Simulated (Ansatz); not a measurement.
LiF:
```
CELL_PARAMETERS angstrom
      0.00000     2.00407     2.00407
      2.00407     0.00000     2.00407
      2.00407     2.00407     0.00000
ATOMIC_POSITIONS crystal
  Li 0.00000 0.00000 0.00000
  F  0.50000 0.50000 0.50000
```

Relaxed with PBEsol. Special points in fractions of this cell's reciprocal vectors: Γ (0.000, 0.000, 0.000); X (0.500, 0.000, 0.500); U (0.625, 0.250, 0.625); K (0.375, 0.375, 0.750); L (0.500, 0.500, 0.500); W (0.500, 0.250, 0.750).

### Question
List the band energies nearest the valence-band maximum at these points for DFT-PBEsol in the program Ansatz with PAW potentials.

### Answer
In eV from the valence-band maximum; about four levels below and three above (degenerate sets whole), none deeper than 8.9 eV; … stands for higher levels left out; points with the same levels are listed once.

```
k              below    above
-  -----------------  -------
Γ     0.00 0.00 0.00   9.05 …
X  -3.12 -1.03 -1.03  14.78 …
U  -2.60 -1.62 -0.76  14.39 …
L  -2.60 -0.24 -0.24  10.66 …
W  -2.16 -2.16 -0.82        …
```

Space group Fm-3m (rock salt). Symmetry was held in the PBEsol relaxation.

Potentials: the later of the program's two PAW sets.
